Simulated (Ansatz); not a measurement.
Given:

BiB:
```
BiB
1.0
    0.00000     2.72756     2.72756
    2.72756     0.00000     2.72756
    2.72756     2.72756     0.00000
Bi B
1 1
Direct
  0.75000   0.75000   0.75000
  0.00000   0.00000   0.00000
```

This is the PBEsol-relaxed structure.

Question: All from DFT-PBEsol in the program Ansatz with PAW potentials, unless another level is named. Give the formation energy from the elements (no fitted shifts).

Answer: 76 kJ/mol-atom.

Question: Give the hole effective mass, band 2 of 3 at the edge.

Answer: 0.22 along [100], 0.22 along [110], 0.51 along [111] (mₑ).

Question: And the band gap?

Answer: 0.45 eV (direct).

Question: Predict the weight of the valence-edge state by species (Voronoi cells).

Answer: B 70 %, Bi 30 %.

Question: Give the weight of the conduction-edge state by species (Voronoi cells).

Answer: B 65 %, Bi 35 %.

Space group F-43m (zinc blende). A made-up cell: these elements were put on the sites of a structure type; neither database checked (COD, Materials Project) lists it. Whether it is the stable phase at ambient conditions was not checked. The PBEsol relaxation kept the symmetry of its start; of distortions, only those at the zone centre were tested. The references are the lowest solids computed at this level, not always the standard phases. Spin–orbit coupling is left out wherever it is not named.

Potentials: the later of the program's two PAW sets.
